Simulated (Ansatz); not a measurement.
HfGeO₃:
Space group P4mm (No. 99); a = b = 4.016 Å, c = 4.250 Å, α = β = γ = 90.00°

| atom | site | symmetry | x | y | z |
|---|---|---|---|---|---|
| Hf | 1b | 4mm | 0.5000 | 0.5000 | 0.5676 |
| Ge | 1a | 4mm | 0.0000 | 0.0000 | 0.1940 |
| O | 2c | 2mm. | 0.0000 | 0.5000 | 0.4556 |
| O | 1b | 4mm | 0.5000 | 0.5000 | 0.0173 |

Relaxed at zero pressure with r²SCAN in the plane-wave PAW code Ansatz.

Task: The volume is raised by 3 % and shape and atoms relax at that volume. What pressure results, and how do the axes share the change?

Result: -3.5 GPa; a 0.8 %, b 0.8 %, c 1.3 %; the energy rises by 5 meV/atom.

Task: Give the new structure.

Result: 
Space group P4mm (No. 99); a = 4.0489 Å, b = 4.0489 Å, c = 4.3066 Å, α = 90.00°, β = 90.00°, γ = 90.00°

```csv
atom,site,symmetry,x,y,z
Hf,1b,4mm,0.5000,0.5000,0.5667
Ge,1a,4mm,0.0000,0.0000,0.2002
O,2c,2mm.,0.0000,0.5000,0.4564
O,1b,4mm,0.5000,0.5000,0.0106
```

The phase is kept; no other phase was compared at this pressure.

The start of the workflow was typed in or built on a structure type; neither database checked (COD, Materials Project) lists it. Its standing as an ambient phase is unchecked. The cell was relaxed with r²SCAN under the symmetry of its start; its stability against distortions is not shown here. The run is not spin-polarised. Spin–orbit coupling is left out wherever it is not named.

Potentials: the later of the program's two PAW sets.
